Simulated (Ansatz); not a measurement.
SiSn:
```
SiSn
1.0
    3.49625     0.00000     0.00000
    0.00000     3.49625     0.00000
    0.00000     0.00000     3.49625
Sn Si
1 1
Direct
  0.00000   0.00000   0.00000
  0.50000   0.50000   0.50000
```

This is the PBE-relaxed structure.

Q: All from plane-wave PAW PBE (Ansatz code), unless another level is named. Give the electronic character.

A: metallic (no gap).

Q: Give the density of states at the Fermi level.

A: 0.56 states/eV per atom (mean over ±0.08 eV).

Q: What about the formation energy from the elements (no fitted shifts)?

A: 0.47 eV/atom.

Space group Pm-3m (CsCl type). A made-up cell: these elements were put on the sites of a structure type; neither database checked (COD, Materials Project) lists it. Whether it is the stable phase at ambient conditions was not checked. The cell was relaxed with PBE under the symmetry of its start; its stability against distortions is not shown here. The references are the lowest solids computed at this level, not always the standard phases. Spin–orbit coupling is left out wherever it is not named.

Potentials: the later of the program's two PAW sets.
